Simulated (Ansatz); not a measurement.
A generated cell, not matched to a known phase here, of YPt: Fm-3m (No. 225), cF8, rock salt type; a = 5.737 Å, b = 5.737 Å, c = 5.737 Å, α = 90.00°, β = 90.00°, γ = 90.00°; Y 4b (0.500, 0.500, 0.500); Pt 4a (0.000, 0.000, 0.000). Level of theory: r2SCAN (plane waves to 500 eV, PAW, scalar-relativistic; Ansatz, an electronic-structure program). Element references, the lowest calculated here: Pt (Fm-3m), Y (P6₃/mmc).

Question: Give the formation energy of this Fm-3m form of YPt from the elements at the level r2SCAN.

Answer: -1.19 eV/atom.

A lower structure of this composition may exist.

Static energies, no anion corrections, no zero-point energy. Values are rounded to 0.01 eV/atom. Not shown to be the ambient phase of their composition (a lower form may be missing, and a cell relaxed within its start's symmetry can be a saddle point): YPt (Fm-3m). Spin-orbit coupling is missing from these energies, which matters for elements this heavy. The compounds carry no spin polarisation.
